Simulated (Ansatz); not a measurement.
Sr:
```
Sr
1.0
    0.00000     2.96449     2.96449
    2.96449     0.00000     2.96449
    2.96449     2.96449     0.00000
Sr
1
Direct
  0.00000   0.00000   0.00000
```

Relaxed with PBE+D3(BJ). Special points in fractions of this cell's reciprocal vectors: Γ (0.000, 0.000, 0.000); X (0.500, 0.000, 0.500); U (0.625, 0.250, 0.625); K (0.375, 0.375, 0.750); L (0.500, 0.500, 0.500); W (0.500, 0.250, 0.750).

Task: List the band energies nearest the Fermi level at these points for DFT-PBE+D3(BJ) in the program Ansatz with PAW potentials.

Result: In eV from the Fermi level; about four levels below and three above (degenerate sets whole), none deeper than 8.9 eV; points with the same levels are listed once.

```tsv
k	below	above
Γ	-3.73	2.40 2.40 2.40
X	-0.71	0.30 1.16 5.08
U	-0.14	0.22 0.90 3.54
L	-1.15	0.12 2.23 2.23
W	–	0.03 0.66 0.66
```

Space group Fm-3m (fcc (Cu type)). The PBE+D3(BJ) relaxation kept the symmetry of its start. The pairwise dispersion correction was not fitted to metals. Spin–orbit coupling is left out wherever it is not named.

Potentials: the earlier of the program's two PAW sets.
